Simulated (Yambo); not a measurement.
Yambo input for Rb3AlF6 (space group Fm-3m, No. 225) (a = 6.2541 Å, b = 6.2541 Å, c = 6.2541 Å, α = 60.00°, β = 60.00°, γ = 60.00°), on PBEsol (Quantum ESPRESSO, PseudoDojo norm-conserving, 84 Ry, no spin-orbit coupling) wavefunctions on a 4×4×4 mesh:

```
optics
chi
dipoles
kernel
FFTGvecs= 40 Ry
Chimod= "HARTREE"
NGsBlkXd= 3 Ry
% QpntsRXd
 1 | 1 |
%
% BndsRnXd
 1 | 137 |
%
GrFnTpXd= "R"
% EnRngeXd
 0.0 | 20.0 | eV
%
% DmRngeXd
 0.2 | 0.2 | eV
%
CGrdSpXd= 50
ETStpsXd= 161
% LongDrXd
 1.0 | 0.0 | 0.0 |
%
```

First lines of the file o-*.eps_q1_inv_rpa_dyson:

```
Absorption @ Q(1):   1.00000000     0.00000000     0.00000000    [q->0 direction]
#
# [ X ] Hartree size     :  137
# [GEN] GF Energies     : Perdew, Burke & Ernzerhof SOL(X)+Perdew, Burke & Ernzerhof SOL(C)
# [GEN] Green`s Function     : Retarded
#
# [GEN] Gauge     : Length
# [GEN] [r,Vnl] included     : yes
#
#    E[1] [eV]     Im(eps)     Re(eps)     Im(eps_o)     Re(eps_o)
#
     0.000000     0.315911E-8     2.001799     -0.14245E-19     2.186141
     0.125000     0.266312E-3     2.001882     0.312263E-3     2.186238
     0.250000     0.533057E-3     2.002131     0.625008E-3     2.186531
     0.375000     0.800677E-3     2.002547     0.938720E-3     2.187019
     0.500000     0.001070     2.003131     0.001254     2.187703
     0.625000     0.001340     2.003883     0.001571     2.188585
     0.750000     0.001613     2.004804     0.001891     2.189665
     0.875000     0.001889     2.005897     0.002213     2.190945
     1.000000     0.002168     2.007163     0.002539     2.192428
     1.125000     0.002450     2.008603     0.002869     2.194116
     1.250000     0.002737     2.010222     0.003204     2.196011
     1.375000     0.003029     2.012021     0.003544     2.198116
     1.500000     0.003325     2.014003     0.003890     2.200436
     1.625000     0.003628     2.016172     0.004243     2.202974
     1.750000     0.003938     2.018532     0.004603     2.205733
     1.875000     0.004254     2.021088     0.004970     2.208720
     2.000000     0.004579     2.023843     0.005347     2.211939
     2.125000     0.004913     2.026804     0.005733     2.215395
     2.250000     0.005256     2.029976     0.006130     2.219096
     2.375000     0.005610     2.033366     0.006539     2.223048
     2.500000     0.005976     2.036979     0.006961     2.227259
     2.625000     0.006354     2.040825     0.007396     2.231737
     2.750000     0.006747     2.044910     0.007846     2.236491
     2.875000     0.007155     2.049245     0.008314     2.241531
     3.000000     0.007579     2.053839     0.008799     2.246867
     3.125000     0.008022     2.058703     0.009305     2.252513
     3.250000     0.008485     2.063849     0.009832     2.258480
     3.375000     0.008971     2.069290     0.010384     2.264782
     3.500000     0.009480     2.075041     0.010962     2.271437
     3.625000     0.010017     2.081117     0.011570     2.278460
     3.750000     0.010585     2.087537     0.012210     2.285871
     3.875000     0.011185     2.094319     0.012886     2.293691
     4.000000     0.011823     2.101486     0.013602     2.301944
```
(The file goes on to the top of the energy range.) Convergence of the RPA response with its 4×4×4 mesh was not tested.

Geometry of the Materials Project entry, not relaxed at this level.

The structure is a Materials Project entry; no match was found in the copy of COD used, and its stability was not checked.
